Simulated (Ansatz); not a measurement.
Consider the following.

BaO:
```xyz
2
Lattice="0.0000 2.7170 2.7170 2.7170 0.0000 2.7170 2.7170 2.7170 0.0000" Properties=species:S:1:pos:R:3 pbc="T T T"
Ba     0.0000     0.0000     0.0000
O      2.7170     2.7170     2.7170
```

This is the LDA-relaxed structure.

Problem. All from LDA (plane waves, PAW; program Ansatz), unless another level is named. Give the zero-point energy.

Solution. 29.4 meV/atom.

Problem. Give the vibrational entropy at 300 K.

Solution. 36.4 J/(K·mol of atoms).

Problem. And the Debye temperature from the elastic constants?

Solution. 306 K.

Space group Fm-3m (rock salt). Symmetry was held in the LDA relaxation; phonons on a q-mesh show no instability. Scalar-relativistic: spin–orbit coupling is off unless named, which matters more the heavier the elements.

Potentials: the later of the program's two PAW sets.
